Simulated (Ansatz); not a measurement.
The start is a generated trial cell of Nb in the hcp structure type. A full variable-cell relaxation at zero pressure is run with PBEsol (plane waves to 420 eV, PAW, scalar-relativistic; Ansatz, a program for electronic structure). The first steps use a coarse 13×13×7 k-mesh.

The start:
```yaml
crystal:
  lattice:
    - [2.94563, 0.00000, 0.00000]
    - [-1.47281, 2.55099, 0.00000]
    - [0.00000, 0.00000, 4.78250]
  atoms:
    - { symbol: Nb, position: [0.33333, 0.66667, 0.25000] }
    - { symbol: Nb, position: [0.66667, 0.33333, 0.75000] }
```

Task: How much energy is released per atom?

Result: 0.06 eV/atom.

Task: How do the shortest distances between atoms change?

Result: The closest pairs of elements (up to four, under 3.6 Å), start → end: Nb–Nb 2.93 → 2.83 Å.

Task: Is the relaxed structure metallic? Give its gap.

Result: Zero (metallic).

Task: What does it relax into? Give the structure.

Result: 
Space group P6₃/mmc (No. 194); a = b = 2.8326 Å, c = 5.1905 Å, α = β = 90.00°, γ = 120.00°

```json
[
 {"atom": "Nb", "site": "2c", "symmetry": "-6m2", "x": "0.3333", "y": "0.6667", "z": "0.2500"}
]
```

The space group stays P6₃/mmc (No. 194) (the run could not lower it); the end is hcp (Mg type), with 2 atoms in the primitive cell. Final values are on a 19×19×9 k-mesh of the relaxed cell. No spin polarisation in the result.

The run could not lower the symmetry of its start; a shaken copy of this end point relaxes with PBEsol to Im-3m (No. 229), 0.31 eV/atom lower.

The relaxed structure here is a generated cell of Nb: the first start was made by placing the elements on the sites of a structure type, and the end was not matched to a known phase here, so it may be hypothetical. Known forms of Nb include space group No. 229.
